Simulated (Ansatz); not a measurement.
## Fields on a plane of HgS (zinc blende)

```xyz
2
Lattice="0.0000 2.9959 2.9959 2.9959 0.0000 2.9959 2.9959 2.9959 0.0000" Properties=species:S:1:pos:R:3 pbc="T T T"
S      1.4979     1.4979     1.4979
Hg     0.0000     0.0000     0.0000
```

The slice is a {111} plane (indices of the conventional cell) through the point (0.000, 0.000, 0.000) (fractional), spanned by u = [100] and v = [-1 2 0] in vectors of this cell: u (4.24 Å) and v (7.34 Å, at 90° to u). It covers one period; positions are fractions (u, v).

Atoms on it: Hg at (0.00, 0.00); Hg at (0.50, 0.50). Other atoms lie within 1 Å of the plane.

Method: PBE (plane waves to 420 eV, PAW, scalar-relativistic; Ansatz, a quantum-chemistry and plane-wave program). k mesh 10×10×10. Inside the PAW spheres the values are not all-electron values, and peaks at nuclei hang on which shells count as valence. At this level the bands of HgS touch or barely overlap. HgS was relaxed with its symmetry unable to fall. Spin-orbit coupling is left out, though Hg is heavy.

| v \ u | 0.00 | 0.12 | 0.25 | 0.38 | 0.50 | 0.62 | 0.75 | 0.88 |
|---|---|---|---|---|---|---|---|---|
| 0.96 | x | 0.51 | 0.32 | 0.16 | 0.15 | 0.16 | 0.32 | 0.51 |
| 0.86 | 0.26 | 0.24 | 0.19 | 0.05 | 0.01 | 0.05 | 0.19 | 0.24 |
| 0.75 | 0.77 | 0.68 | 0.35 | 0.08 | 0.07 | 0.08 | 0.35 | 0.68 |
| 0.64 | 0.82 | 0.79 | 0.33 | 0.25 | 0.35 | 0.25 | 0.33 | 0.79 |
| 0.54 | 0.59 | 0.35 | 0.25 | 0.52 | x | 0.52 | 0.25 | 0.35 |
| 0.43 | 0.06 | 0.12 | 0.31 | 0.48 | 0.54 | 0.48 | 0.31 | 0.12 |
| 0.32 | 0.01 | 0.04 | 0.15 | 0.23 | 0.24 | 0.23 | 0.15 | 0.04 |
| 0.21 | 0.18 | 0.14 | 0.43 | 0.77 | 0.82 | 0.77 | 0.43 | 0.14 |
| 0.11 | 0.47 | 0.36 | 0.24 | 0.73 | 0.81 | 0.73 | 0.24 | 0.36 |
| 0.00 | x | 0.53 | 0.30 | 0.21 | 0.35 | 0.21 | 0.30 | 0.53 |

Values: electron localisation function (ELF). Points within 0.5 Å of a nucleus are blanked (x), as the pseudised field means little there.

| v \ u | 0.00 | 0.12 | 0.25 | 0.38 | 0.50 | 0.62 | 0.75 | 0.88 |
|---|---|---|---|---|---|---|---|---|
| 0.96 | 1.1 | 0.8 | -0.3 | -1.0 | -1.2 | -1.0 | -0.3 | 0.8 |
| 0.86 | -0.2 | -0.4 | -0.9 | -1.5 | -1.8 | -1.5 | -0.9 | -0.4 |
| 0.75 | -0.4 | -0.5 | -1.0 | -1.3 | -1.4 | -1.3 | -1.0 | -0.5 |
| 0.64 | -0.2 | -0.3 | -0.6 | -0.4 | -0.2 | -0.4 | -0.6 | -0.3 |
| 0.54 | -0.7 | -0.7 | -0.3 | 0.8 | 1.1 | 0.8 | -0.3 | -0.7 |
| 0.43 | -1.5 | -1.2 | -0.5 | 0.5 | 0.9 | 0.5 | -0.5 | -1.2 |
| 0.32 | -1.8 | -1.6 | -1.1 | -0.7 | -0.5 | -0.7 | -1.1 | -1.6 |
| 0.21 | -1.1 | -1.1 | -0.8 | -0.4 | -0.2 | -0.4 | -0.8 | -1.1 |
| 0.11 | 0.4 | 0.0 | -0.5 | -0.4 | -0.3 | -0.4 | -0.5 | 0.0 |
| 0.00 | 1.2 | 0.9 | -0.2 | -0.9 | -1.0 | -0.9 | -0.2 | 0.9 |

Values: log₁₀ of the valence density in e/Å³. The scale is logarithmic, as a density can span decades between atoms and voids.
